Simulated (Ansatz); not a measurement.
Phonons of Ca (fcc, Cu type) at L = (0.5, 0.0, 0.0), X = (0.5, 0.5, 0.0).

Ca (fcc, Cu type)

```
Ca
1.0
    0.00000     2.78423     2.78423
    2.78423     0.00000     2.78423
    2.78423     2.78423     0.00000
Ca
1
Direct
  0.00000   0.00000   0.00000
```

Level of theory: r2SCAN (plane waves to 500 eV, PAW, scalar-relativistic; Ansatz, a quantum-chemistry and plane-wave program). DFPT wavenumbers on a 14×14×14 k mesh, in cm⁻¹ and rounded to 5; i marks imaginary ones, q is in fractions of the reciprocal vectors of the cell shown, and the three acoustic modes at Γ are left out. Ca was relaxed with its symmetry unable to fall.

| q | wavenumbers (cm⁻¹) |
|---|---|
| L = (0.5, 0.0, 0.0) | 75 (×2), 160 |
| X = (0.5, 0.5, 0.0) | 130 (×2), 170 |

The structure shows no imaginary mode at these points (lowest 75 cm⁻¹ at L = (0.5, 0.0, 0.0)); other wave vectors were not tested.

Highest mode: 170 cm⁻¹ at X = (0.5, 0.5, 0.0).
